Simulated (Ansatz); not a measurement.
Bi:
```
CELL_PARAMETERS angstrom
      2.26273     1.30639     3.88287
     -2.26273     1.30639     3.88287
      0.00000    -2.61278     3.88287
ATOMIC_POSITIONS crystal
  Bi 0.23669 0.23669 0.23669
  Bi 0.76331 0.76331 0.76331
```

Relaxed with PBEsol. Special points in fractions of this cell's reciprocal vectors: Γ (0.000, 0.000, 0.000); T (0.500, 0.500, 0.500); H2 (0.758, 0.242, 0.500); H0 (0.500, -0.242, 0.242); L (0.500, 0.000, 0.000); S0 (0.371, -0.371, 0.000); S2 (0.629, 0.000, 0.371); F (0.500, 0.000, 0.500).

Q: List the band energies nearest the Fermi level at these points for DFT-PBEsol with spin–orbit coupling in the program Ansatz with PAW potentials.

A: In eV from the Fermi level; about four levels below and three above (degenerate sets whole), none deeper than 8.9 eV; points with the same levels are listed once.

```json
[
 {"k": "Γ", "below": "-0.70 -0.70 -0.50 -0.50", "above": "1.06 1.06 3.55 3.55"},
 {"k": "T", "below": "-1.77 -1.77 -1.38 -1.38", "above": "0.16 0.16 0.25 0.25"},
 {"k": "H2", "below": "-4.27 -4.27 -0.42 -0.42", "above": "0.58 0.58 4.83 4.83"},
 {"k": "L", "below": "-1.80 -1.80 -0.09 -0.09", "above": "0.02 0.02 0.70 0.70"},
 {"k": "S0", "below": "-3.28 -3.28 -2.03 -2.03", "above": "2.24 2.24 3.82 3.82"},
 {"k": "F", "below": "-3.87 -3.87 -2.47 -2.47", "above": "2.36 2.36 4.02 4.02"}
]
```

Space group R-3m (A7 (α-As type)). The PBEsol relaxation kept the symmetry of its start. The Fermi level of a semimetal is unsure by some 0.05 eV on such meshes.

Potentials: the earlier of the program's two PAW sets. The files were generated under PBE; for other functionals the program regenerates the frozen cores, and for LDA and PBEsol the local potential too.
